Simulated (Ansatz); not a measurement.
TiC:
```yaml
crystal:
  lattice:
    - [0.00000, 2.16649, 2.16649]
    - [2.16649, 0.00000, 2.16649]
    - [2.16649, 2.16649, 0.00000]
  atoms:
    - { symbol: C, position: [0.00000, 0.00000, 0.00000] }
    - { symbol: Ti, position: [0.50000, 0.50000, 0.50000] }
```

Relaxed with PBE.

**Question.** Which orbitals make up the states near the Fermi level in DFT-PBE in the program Ansatz with PAW potentials?

**Answer.** Within 0.5 eV of the Fermi level: Ti 3d 49 %, C 2p 48 %. Projections are on Löwdin-orthogonalised atomic valence shells; empty p or d shells of many metals are not among them.

**Question.** Tabulate the density of states.

**Answer.** States/eV per cell of 2 atoms, in 0.25 eV bins, energy from the Fermi level.

```tsv
E (eV)	total	Ti 3d	C 2p	Ti 4s
-7.85	0.00	0.00	0.00	0.00
-7.60	0.00	0.00	0.00	0.00
-7.35	0.00	0.00	0.00	0.00
-7.10	0.00	0.00	0.00	0.00
-6.85	0.00	0.00	0.00	0.00
-6.60	0.00	0.00	0.00	0.00
-6.35	0.00	0.00	0.00	0.00
-6.10	0.00	0.00	0.00	0.00
-5.85	0.02	0.01	0.01	0.00
-5.60	0.14	0.04	0.07	0.02
-5.35	0.24	0.07	0.12	0.03
-5.10	0.35	0.11	0.18	0.04
-4.85	0.50	0.16	0.25	0.05
-4.60	0.78	0.25	0.40	0.07
-4.35	0.99	0.31	0.53	0.08
-4.10	1.16	0.35	0.65	0.08
-3.85	1.25	0.34	0.76	0.07
-3.60	0.97	0.23	0.64	0.03
-3.35	0.73	0.18	0.49	0.01
-3.10	1.75	0.62	1.03	0.01
-2.85	2.48	1.11	1.28	0.01
-2.60	2.48	1.20	1.21	0.01
-2.35	2.79	1.31	1.41	0.01
-2.10	1.79	0.87	0.87	0.01
-1.85	1.38	0.69	0.65	0.00
-1.60	1.09	0.54	0.51	0.00
-1.35	0.84	0.40	0.42	0.00
-1.10	0.68	0.31	0.35	0.00
-0.85	0.56	0.24	0.30	0.00
-0.60	0.46	0.19	0.26	0.00
-0.35	0.31	0.13	0.17	0.00
-0.10	0.26	0.12	0.13	0.00
0.15	0.31	0.16	0.15	0.00
0.40	0.38	0.23	0.15	0.00
0.65	0.51	0.35	0.15	0.00
0.90	0.66	0.49	0.15	0.00
1.15	0.73	0.57	0.15	0.00
1.40	0.87	0.70	0.15	0.00
1.65	0.99	0.83	0.14	0.00
1.90	1.15	0.98	0.14	0.00
2.15	1.35	1.16	0.15	0.01
2.40	1.73	1.50	0.18	0.01
2.65	1.92	1.70	0.17	0.01
2.90	3.37	3.04	0.25	0.01
3.15	2.52	2.22	0.24	0.01
3.40	1.08	0.81	0.23	0.01
3.65	3.26	2.59	0.59	0.05
3.90	4.28	3.04	1.07	0.11
4.15	0.63	0.40	0.20	0.01
4.40	0.66	0.40	0.21	0.01
4.65	0.76	0.45	0.23	0.01
4.90	0.86	0.50	0.24	0.02
```

Space group Fm-3m (rock salt). Symmetry was held in the PBE relaxation. The run is not spin-polarised.

Potentials: the later of the program's two PAW sets.
